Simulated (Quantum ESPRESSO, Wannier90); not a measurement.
Wannier functions of W (bcc (W type))

```xyz
1
Lattice="-1.5852 1.5852 1.5852 1.5852 -1.5852 1.5852 1.5852 1.5852 -1.5852" Properties=species:S:1:pos:R:3 pbc="T T T"
W      0.0000     0.0000     0.0000
```

Structure: Materials Project mp-91, symmetrised, not relaxed again. This is the element's usual structure. Computed values, not measurements, from PBEsol: Quantum ESPRESSO (norm-conserving PseudoDojo potentials, cutoff 60 Ry, spinors with spin-orbit coupling) on a Γ-centred 10×10×10 mesh, then Wannier90. Density: 18×18×18 mesh, cold smearing 0.01 Ry.

A tight-binding model is made by disentanglement and projection with no localisation steps (num_iter = 0), so the 18 orbitals stay atom-like: hydrogen-like W: s;p;d, axes along x, y, z; frozen window up to 1.50 eV relative to the Fermi level. It follows pw.x to 5.0 meV rms for states up to 1.0 eV relative to the Fermi level. Matrix elements depend on this choice of orbitals and windows.

The 30 largest hoppings ⟨m,0|H|n,R⟩ between different sites (one of each Hermitian pair; signs follow the real orbitals' lobes; the list may end inside a set of equal values):

| m | n | R | distance of the centres (Å) | t (eV) | Im t (eV) |
|---|---|---|---|---|---|
| W1 px↑ | W1 px↑ | 0 1 1 | 3.17 | 2.686 | 0.000 |
| W1 px↓ | W1 px↓ | 0 1 1 | 3.17 | 2.686 | 0.000 |
| W1 py↑ | W1 py↑ | 1 0 1 | 3.17 | 2.686 | 0.000 |
| W1 py↓ | W1 py↓ | 1 0 1 | 3.17 | 2.686 | 0.000 |
| W1 pz↑ | W1 pz↑ | 1 1 0 | 3.17 | 2.686 | 0.000 |
| W1 pz↓ | W1 pz↓ | 1 1 0 | 3.17 | 2.686 | 0.000 |
| W1 pz↑ | W1 dz2↑ | 1 1 0 | 3.17 | -1.367 | 0.000 |
| W1 pz↓ | W1 dz2↓ | 1 1 0 | 3.17 | -1.367 | 0.000 |
| W1 dz2↑ | W1 pz↑ | 1 1 0 | 3.17 | 1.367 | 0.000 |
| W1 dz2↓ | W1 pz↓ | 1 1 0 | 3.17 | 1.367 | 0.000 |
| W1 s↑ | W1 px↑ | 0 0 1 | 2.75 | 1.246 | -0.023 |
| W1 s↑ | W1 py↑ | 0 0 1 | 2.75 | 1.246 | 0.023 |
| W1 s↓ | W1 px↓ | 0 0 1 | 2.75 | 1.246 | 0.023 |
| W1 s↓ | W1 py↓ | 0 0 1 | 2.75 | 1.246 | -0.023 |
| W1 px↑ | W1 s↑ | 0 0 1 | 2.75 | -1.246 | -0.023 |
| W1 px↓ | W1 s↓ | 0 0 1 | 2.75 | -1.246 | 0.023 |
| W1 py↑ | W1 s↑ | 0 0 1 | 2.75 | -1.246 | 0.023 |
| W1 py↓ | W1 s↓ | 0 0 1 | 2.75 | -1.246 | -0.023 |
| W1 s↑ | W1 px↑ | 0 1 0 | 2.75 | 1.246 | 0.023 |
| W1 s↑ | W1 py↑ | 0 1 0 | 2.75 | -1.246 | 0.023 |
| W1 s↓ | W1 px↓ | 0 1 0 | 2.75 | 1.246 | -0.023 |
| W1 s↓ | W1 py↓ | 0 1 0 | 2.75 | -1.246 | -0.023 |
| W1 px↑ | W1 s↑ | 0 1 0 | 2.75 | -1.246 | 0.023 |
| W1 px↓ | W1 s↓ | 0 1 0 | 2.75 | -1.246 | -0.023 |
| W1 py↑ | W1 s↑ | 0 1 0 | 2.75 | 1.246 | 0.023 |
| W1 py↓ | W1 s↓ | 0 1 0 | 2.75 | 1.246 | -0.023 |
| W1 s↑ | W1 px↑ | 1 0 0 | 2.75 | -1.246 | -0.023 |
| W1 s↑ | W1 py↑ | 1 0 0 | 2.75 | 1.246 | -0.023 |
| W1 s↓ | W1 px↓ | 1 0 0 | 2.75 | -1.246 | 0.023 |
| W1 s↓ | W1 py↓ | 1 0 0 | 2.75 | 1.246 | 0.023 |
